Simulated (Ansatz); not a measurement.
Na2CdGe2Se6 — ²³Na NMR of the central transition

Cell: a refined structure from the COD, its atoms then relaxed with PBE in this cell.

```
Na Cd Ge Se
1.0
     3.79450   -6.59100    0.00000
     3.79450    6.59100    0.00000
    -1.85242    0.00000   11.92599
Na Cd Ge Se
4 2 4 12
Direct
  0.37267 0.97199 0.31255
  0.97199 0.37267 0.81255
  0.56518 0.56881 0.67912
  0.56881 0.56518 0.17912
  0.98595 0.48372 0.47459
  0.48372 0.98595 0.97459
  0.90211 0.94873 0.44407
  0.94873 0.90211 0.94407
  0.25775 0.97517 0.69289
  0.97517 0.25775 0.19289
  0.70984 0.59507 0.45181
  0.59507 0.70984 0.95181
  0.26464 0.12846 0.52421
  0.12846 0.26464 0.02421
  0.71845 0.09915 0.50283
  0.09915 0.71845 0.00283
  0.23123 0.53732 0.31801
  0.53732 0.23123 0.81801
  0.23180 0.65304 0.66760
  0.65304 0.23180 0.16760
  0.95888 0.95110 0.24922
  0.95110 0.95888 0.74922
```

Atoms are numbered from 1 in the order listed; like atoms form one site, named after its first atom.

Level of theory: DFT, r2SCAN, plane waves and PAW, scalar-relativistic, 500 eV cutoff, Γ-centred 5×5×3 k-points, Fermi–Dirac smearing 0.02 eV (Ansatz 0.2.0).

²³Na has I = 3/2 and Q = 104.0 mb (Pyykkö 2018); at 9.4 T its Larmor frequency is ν₀ = 105.9 MHz. Only the quadrupole interaction is simulated: positions count from each site's isotropic chemical shift, and J coupling is left out, as are shift anisotropy and dipolar coupling, which fast spinning averages.

The Na sites: Na1 (atoms 1, 2; 5 Se at 2.90–3.10 Å); Na3 (atoms 3, 4; 6 Se at 2.91–3.34 Å).

Fitted components of the simulated spectrum:

```
component  |C_Q| (MHz)     η
        A        0.646  0.73
        B         1.03  0.74
```

Q: Which site most likely gives which component?

A: By the calculation, A is Na3, B is Na1. Like point charges on the first shell alone (each adding as 1/d³) would put Na3 above Na1: the covalent part of each bond and the atoms beyond the first shell count as well.

The largest force is 0.3 eV/Å, so the atoms aren't at the calculated equilibrium and relaxing them would move these values.

The run took 16 min of wall time (31 min of CPU time) and 4.1 GiB at its peak, on 2 threads of Arm Neoverse N1 (aarch64; 36 cores open to the job, memory cap 5.0 GiB, no GPU), a shared host with a load of 0.9 a core.
